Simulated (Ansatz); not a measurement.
Stoichiometric slabs of W (Fm-3m (No. 225)), cut along different planes. They are 9 to 10 Å thick, cut from the relaxed bulk and then relaxed; γ is the mean of both faces, φ the top face's.

```cif
data_structure
_symmetry_space_group_name_H-M 'P 1'
_symmetry_Int_Tables_number 1
_cell_length_a 2.8270
_cell_length_b 2.8270
_cell_length_c 2.8270
_cell_angle_alpha 60.000
_cell_angle_beta 60.000
_cell_angle_gamma 60.000
_cell_volume 15.98
loop_
_atom_site_label
_atom_site_type_symbol
_atom_site_fract_x
_atom_site_fract_y
_atom_site_fract_z
_atom_site_occupancy
W1 W 0.00000 0.00000 0.00000 1
```

Computed with DFT PBEsol, scalar-relativistic, plane waves, PAW (Ansatz). Cutoff 420 eV, k spacing 0.19 to 0.25 Å⁻¹, dipole correction; spin where the bulk is magnetic.

```
      slab cell (Å²)  γ as cut (J/m²)  γ relaxed (J/m²)  φ (eV) bulk gap (eV)
(111), W/W        6.9             2.95              2.94    5.16            0.0
(110), W/W       11.3             3.54              2.97    4.43            0.0
```

Task: Estimate γ for (100), W/W (cell 8.0 Å², bulk gap 0.0 eV).

Result: 3.63 J/m² as cut and 3.63 J/m² relaxed, the highest of the 3.

Task: Which of these faces must appear on a crystal's equilibrium shape?

Result: By Wulff's rule each face lies at a distance from the centre in proportion to its γ, so the lowest, (111), W/W at 2.94 J/m², lies nearest and is sure to appear among those computed; areas also depend on angles and on how many equivalent faces there are.

Reconstructions weren't sought.

Spin-orbit coupling is left out, which matters for the bands of heavy elements.

The reference crystal is the fcc form of W, which isn't its usual structure.